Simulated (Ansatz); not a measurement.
Ge: opening a crack plane

Ge, Fd-3m, a = 5.675 Å. Ansatz: r2SCAN, PAW, 500 eV, Γ-centred 10×10×4 mesh on 6 atoms, Gaussian smearing 0.03 eV; no spin polarisation. One cut on (111) per cell of 6 atoms is opened rigidly by x, between planes of Ge and Ge that stand 2.46 Å apart; y is the energy per area (13.945 Å², 1 eV/Å² = 16.02 J/m²).

```tsv
x (Å)	y (J/m²)
0.00	0.000
0.25	0.192
0.50	0.577
1.00	1.369
1.50	?
2.00	2.259
3.00	2.441
4.50	2.469
6.00	2.471
```

Question: Fit the universal binding curve y = W[1 − (1 + x/l) e^(−x/l)] to the other rows, give the peak stress, and predict the missing value.

Answer: Least squares gives W = 2.49 J/m² and l = 0.536 Å. The stress dy/dx peaks at x = l with W/(e l) = 17.1 GPa, for rigid faces. At x = 1.50: x/l = 2.799, y = 1.914 J/m². The run gave 1.942 J/m², so the fit is 0.028 J/m² too low, within twice the rms miss on the fitted rows (0.024 J/m²).